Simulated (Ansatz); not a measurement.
HfO$_{2}$:
```
CELL_PARAMETERS angstrom
      0.00000     2.52226     2.52226
      2.52226     0.00000     2.52226
      2.52226     2.52226     0.00000
ATOMIC_POSITIONS crystal
  Hf 0.00000 0.00000 0.00000
  O  0.75000 0.75000 0.75000
  O  0.25000 0.25000 0.25000
```

Relaxed with PBEsol. Special points in fractions of this cell's reciprocal vectors: Γ (0.000, 0.000, 0.000); X (0.500, 0.000, 0.500); U (0.625, 0.250, 0.625); K (0.375, 0.375, 0.750); L (0.500, 0.500, 0.500); W (0.500, 0.250, 0.750).

**Question.** List the band energies nearest the valence-band maximum at these points for plane-wave PAW PBEsol (Ansatz code).

**Answer.** In eV from the valence-band maximum; about four levels below and three above (degenerate sets whole), none deeper than 8.9 eV; points with the same levels are listed once.

| k | below | above |
|---|---|---|
| Γ | -5.55 -5.55 -5.55 -0.63 -0.63 -0.63 | 3.81 3.81 5.71 |
| X | -3.55 -3.55 -1.64 -1.64 0.00 | 3.69 5.50 6.72 |
| U | -3.45 -2.36 -1.40 -0.35 | 4.25 5.42 7.00 |
| L | -3.17 -2.80 -1.88 -1.88 | 4.56 4.56 7.09 |
| W | -2.66 -2.66 -1.49 -0.21 | 4.77 5.13 7.16 7.16 |

Space group Fm-3m (fluorite). This is a known high-temperature phase of the composition, computed here at zero pressure and temperature. Symmetry was held in the PBEsol relaxation; its stability against distortions is not shown here. No spin polarisation was allowed. Spin–orbit coupling is left out wherever it is not named.

Potentials: the earlier of the program's two PAW sets. The files were generated under PBE; for other functionals the program regenerates the frozen cores, and for LDA and PBEsol the local potential too.
